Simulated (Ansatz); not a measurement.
Si$_{3}$N$_{4}$:
```cif
data_N8Si6
_chemical_formula_sum 'Si6 N8'
_space_group_name_H-M_alt 'P63/m'
_space_group_IT_number 176
_space_group_name_Hall '-P 6c'
_cell_length_a 7.62452
_cell_length_b 7.62452
_cell_length_c 2.91042
_cell_angle_alpha 90.000
_cell_angle_beta 90.000
_cell_angle_gamma 120.000
loop_
_atom_site_label
_atom_site_type_symbol
_atom_site_symmetry_multiplicity
_atom_site_Wyckoff_symbol
_atom_site_fract_x
_atom_site_fract_y
_atom_site_fract_z
_atom_site_occupancy
Si1 Si 6 h 0.40638 0.23245 0.25000 1
N1 N 2 d 0.66667 0.33333 0.25000 1
N2 N 6 h 0.02961 0.33000 0.25000 1
```

Relaxed with PBEsol.

Problem. Give the optical modes at the zone centre with their infrared activity from DFPT, the program Ansatz at the PBEsol level (PAW).

Solution. Transverse frequencies, without the LO–TO term; a row sums one degenerate level.

```csv
ω (cm⁻¹),degeneracy,IR ((D/Å)²/amu),activity
174,2,0.00,IR-inactive
195,1,0.00,IR-inactive
216,2,0.00,IR-inactive
235,1,0.00,IR-inactive
258,1,0.00,IR-inactive
293,2,0.00,IR-inactive
348,1,8.73,IR
387,1,0.00,IR-inactive
406,2,28.01,IR
429,2,0.00,IR-inactive
442,1,0.00,IR-inactive
540,1,0.00,IR-inactive
549,2,19.14,IR
601,2,0.00,IR-inactive
639,1,0.00,IR-inactive
708,1,0.00,IR-inactive
841,1,137.38,IR
851,2,0.00,IR-inactive
854,2,0.00,IR-inactive
868,1,0.00,IR-inactive
879,2,236.17,IR
911,2,0.00,IR-inactive
922,1,0.00,IR-inactive
1010,2,10.17,IR
1021,2,0.00,IR-inactive
1041,1,0.00,IR-inactive
```

Problem. How high does the top mode go among those that the LO–TO term moves?

Solution. 1116 cm⁻¹ for q along x, 1116 cm⁻¹ for q along y, 1085 cm⁻¹ for q along z.

Space group P6_3/m. The PBEsol relaxation kept the symmetry of its start; phonons on a q-mesh show no instability.

Potentials: the earlier of the program's two PAW sets.
